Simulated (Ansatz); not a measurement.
# Pressure against volume: CoBi

```cif
data_structure
_symmetry_space_group_name_H-M 'F-43m'
_symmetry_Int_Tables_number 216
_cell_length_a 5.8740
_cell_length_b 5.8740
_cell_length_c 5.8740
_cell_angle_alpha 90.000
_cell_angle_beta 90.000
_cell_angle_gamma 90.000
_cell_volume 202.68
loop_
_atom_site_label
_atom_site_type_symbol
_atom_site_symmetry_multiplicity
_atom_site_Wyckoff_symbol
_atom_site_fract_x
_atom_site_fract_y
_atom_site_fract_z
_atom_site_occupancy
Co1 Co 4 a 0.00000 0.00000 0.00000 1
Bi1 Bi 4 d 0.25000 0.25000 0.75000 1
```

The runs use the primitive cell with vectors (0.000, 2.937, 2.937), (2.937, 0.000, 2.937), (2.937, 2.937, 0.000) Å, to which the k mesh refers.

The cell was built from the zincblende type and relaxed in the same program, and has space group F-43m; it needn't be a known or the stable phase.

No spin–orbit coupling, which matters for the heavy atoms here.

Levels of theory: DFT, PBE, all-electron LAPW, scalar-relativistic (Ansatz 0.2.0); DFT, PBE, PAW with Ansatz's default frozen-core files, scalar-relativistic (Ansatz 0.2.0).

For LAPW: a Γ-centred 9×9×9 k mesh, Fermi–Dirac smearing of 0.08 eV, basis error target 0.5 meV/atom, spin-polarised from start moments Co1 2 μB (the moments died away, and the run ended non-magnetic). PAW takes a cutoff of 420 eV at this cell. The Ansatz runs share mesh, smearing and spin set-up. Plane-wave (PAW) pressures include the program's estimate of the Pulay term.

The cell above is scaled evenly, with fractional coordinates and shape held.

```tsv
V/V(cell)	V (Å³/atom)	P, LAPW (GPa)	P, PAW (GPa)	free energy over the lowest listed, PAW (meV/atom)
0.9500	24.068	3.85	3.85	14.5
0.9750	24.701	?	?	?
1.0000	25.335	0.01	0.00	0.0
1.0250	25.968	-1.54	-1.54	3.1
1.0500	26.601	-2.87	-2.87	11.9
```

**Question.** Fill in the row V/V(cell) = 0.9750.

**Answer.** P, LAPW (GPa) = 1.79, P, PAW (GPa) = 1.79, free energy over the lowest listed, PAW (meV/atom) = 3.5.

**Question.** What do Birch–Murnaghan fits to the pressures give?

**Answer.** LAPW: V0 = 25.34 Å³/atom, B0 = 66 GPa, B0′ = 4.8; PAW: V0 = 25.34 Å³/atom, B0 = 66 GPa, B0′ = 4.8.

PAW's V0 lies 0.00 % from the all-electron value and its B0 0.0 %. Symmetry fixes shape and coordinates here, so this is the relaxed modulus.
